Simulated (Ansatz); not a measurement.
A trial structure of B₄C₃ was built thus: 3-, 4-connected net, the two elements on its two kinds of vertex (P-43m, No. 215). Its size is a rough estimate.

```xyz
7
Lattice="3.6330 0.0000 0.0000 0.0000 3.6330 0.0000 0.0000 0.0000 3.6330" Properties=species:S:1:pos:R:3 pbc="T T T"
B     0.8926    0.8926    2.7404
B     2.7404    2.7404    2.7404
B     0.8926    2.7404    0.8926
B     2.7404    0.8926    0.8926
C     0.0000    0.0000    1.8165
C     1.8165    0.0000    0.0000
C     0.0000    1.8165    0.0000
```

Method: DFT PBE, scalar-relativistic, plane waves, PAW (Ansatz 0.2.0). Cutoff 420 eV, Gaussian smearing, Γ-centred meshes. Cell and atoms relax first on a coarse mesh and then on a finer one. In between, the cell is made exact in the group found at 0.06 Å. In metals the finer mesh still leaves noise of several meV/atom or more. The steps can't lower the symmetry of their start. No spin polarisation in the relaxation; trial moments died out in a coarse test.

A guess keeps its type if space group and coordination stay and the shape of the cell changes little (axis ratios within about 15 %, angles within 6°); the volume may change.

**Question.** Does it keep its structure type, or change into something else?

**Answer.** It keeps its type. The symmetry stays P-43m (No. 215). The volume per atom grows by 19.2 %, from 6.9 to 8.2 Å³. The shortest distance goes from 1.56 Å (B–C) to 1.59 Å (B–C). Counting neighbours within 15 % of an atom's shortest distance, the start has B 3, C 4 and the end B 3, C 4.

Formation energies are uncorrected and refer to the elements' standard structures at the same level.

**Question.** At what energy does it end?

**Answer.** +0.31 eV/atom. A positive value: parting into the elements would lower its energy.

The last run used a 10×10×10 mesh for its 7-atom cell and Gaussian smearing of 0.10 eV. The reference form of C is held partly by dispersion forces, which this level lacks. A structure relaxed within its symmetry needn't be a true minimum.
